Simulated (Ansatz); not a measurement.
# Elastic constants of Sn (Fd-3m) under pressure

```xyz
2
Lattice="0.0000 3.2702 3.2702 3.2702 0.0000 3.2702 3.2702 3.2702 0.0000" Properties=species:S:1:pos:R:3 pbc="T T T"
Sn    3.2702    3.2702    3.2702
Sn    4.9053    4.9053    4.9053
```

This is the zero-pressure cell. At each pressure cell and atoms are relaxed in this structure, and the constants are slopes of the stress at strains of ±0.005 with relaxed ions (the coefficients that govern stability under load). Level: PBEsol, PAW on Ansatz 0.2.0's default frozen-core files (fitted under PBE), scalar-relativistic; k mesh 14×14×14, strains of ±0.005, Fermi-Dirac smearing of 0.080 eV, cutoff 420 eV. P is the pressure of the relaxed cell, less that of this one.

```tsv
P (GPa)	V/V₀	C11 (GPa)	C12 (GPa)	C44 (GPa)
0.00	1.0000	61.7	31.4	27.1
0.97	0.9780	66.5	36.0	27.4
2.00	0.9577	71.4	40.8	27.7
4.00	0.9237	80.4	49.9	28.2
6.98	?	?	?	?
9.98	0.8503	104.6	76.2	28.6
14.98	0.8069	122.4	97.9	26.6
```

Q: Does the bulk modulus from the constants agree with the pressure-volume curve?

A: A third-order Birch-Murnaghan fit to the volumes shown (F against f, f = [(V₀/V)^(2/3) − 1]/2) gives B₀ = 41.6 GPa and B′ = 4.8. Its −V dP/dV stands beside (C11 + 2C12)/3:

```
P (GPa)  from P(V)  from the constants
   0.00       41.6                41.5
   0.97       46.2                46.2
   2.00       50.9                51.0
   4.00       60.0                60.1
   9.98       85.7                85.7
  14.98      106.3               106.0
```

Q: What are the pressure derivatives at zero pressure?

A: Slopes at V₀ of quadratic fits in −ln(V/V₀) through the first four rows shown, divided by B₀: dC11/dP = 5.0, dC12/dP = 4.7, dC44/dP = 0.4. The mean slopes up to 2.0 GPa are 4.8, 4.7, 0.3; curvature and scatter of the constants part the two. The combination (dC11/dP + 2 dC12/dP)/3 = 4.8 stands against B′.

Q: Fill the row at 6.98 GPa.

A: Cubic fits in −ln(V/V₀) through all rows shown give C11 = 93.0, C12 = 63.1, C44 = 28.8 GPa. Computed: V/V₀ = 0.8832, C11 (GPa) = 92.8, C12 (GPa) = 63.0, C44 (GPa) = 28.6.

Q: Does a shear stiffness soften?

A: C44 goes from 27.1 to 26.6 GPa, through a maximum of 28.6 near 7 GPa; (C11 − C12)/2 goes from 15.2 to 12.3 GPa, through a maximum of 15.3 near 2 GPa. (C11 − C12)/2 softens under pressure, though the lattice stays mechanically stable over this range.

Caveats: the structure is a database entry and needn't be the stable phase; no other phase was computed; many crystals of this kind change structure within this range, and rows or crossings beyond such a change describe a metastable lattice; frozen-core PAW files fitted under PBE, their cores solved anew for the functional of the run; responses of metals move with mesh and smearing; the gap is closed or tiny at this level, so small that the run used smearing; responses move with mesh and smearing; phonons weren't checked at these pressures.
